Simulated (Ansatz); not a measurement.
**MgAlCrS₄: field gradients at two levels of theory**

Cell: a computed structure from the Materials Project (it need not be an observed phase), taken as it stands.

```cif
data_MgAlCrS4
_symmetry_space_group_name_H-M 'Imma'
_symmetry_Int_Tables_number 74
_cell_length_a 7.2089
_cell_length_b 7.2595
_cell_length_c 10.2318
_cell_angle_alpha 90.000
_cell_angle_beta 90.000
_cell_angle_gamma 90.000
loop_
_atom_site_label
_atom_site_type_symbol
_atom_site_symmetry_multiplicity
_atom_site_Wyckoff_symbol
_atom_site_fract_x
_atom_site_fract_y
_atom_site_fract_z
Mg Mg 4 e 0.5000 0.7500 0.1260
Al Al 4 c 0.2500 0.2500 0.2500
Cr Cr 4 a 0.0000 0.5000 0.0000
S7 S 8 i 0.2240 0.7500 0.9870
S8 S 8 h 0.0000 0.0245 0.2374
```

One atom of each set is listed; the run and its k-mesh use a cell of 14 atoms with edges of 7.23, 7.23, 7.23 Å.

First run. All values are calculated (Ansatz; DFT, PBE, plane waves and PAW, scalar-relativistic, collinear spin, 420 eV cutoff, Γ-centred 6×6×6 k-points, Fermi–Dirac smearing 0.02 eV), not measured. Start moments as typed (μB): 3 on each Cr, none on the rest.

```
site  V_zz (10²¹ V/m²)     η  m (μB)
  Mg             0.097  0.89    0.01
  Al             -0.38  0.00    0.03
  Cr             -0.88  0.46    2.70
  S7             -1.65  0.05   -0.05
  S8             -1.40  0.95   -0.02
```

Second run. The same atoms and settings, except that the functional is r2SCAN and the cutoff is 500 eV.

Problem. What does the second run give?

Solution. 

```tsv
site	V_zz	η	change of V_zz	m (μB)
Mg	0.095	0.89	0.00	0.01
Al	-0.37	0.01	+0.01	0.03
Cr	-0.82	0.40	+0.06	2.79
S7	-1.65	0.03	0.00	-0.05
S8	-1.48	0.81	-0.08	-0.02
```

The largest change of V_zz is on S8, from -1.40 to -1.48. The whole tensor moves most on S7, by 0.24 along its most changed direction. In per cent, |V_zz| changes by -7 on Cr, 0 to +6 on S (all sites that start above 0.5). The absolute magnetisation of the cell goes from 6.9 to 7.1 μB.

All moments are parallel here, as the start or the cell imposes; many such compounds order antiparallel, where fields and spin densities carried over to other atoms largely cancel. The magnetic order is the one that the run reached from its start moments, not necessarily the measured one.
For the second run: The program didn't check the stability of this electronic state in full, so a lower one may lie near. With these PAW files V_zz is typically within 2 to 3 % of all-electron values, but misses above 10 % occur on Al.
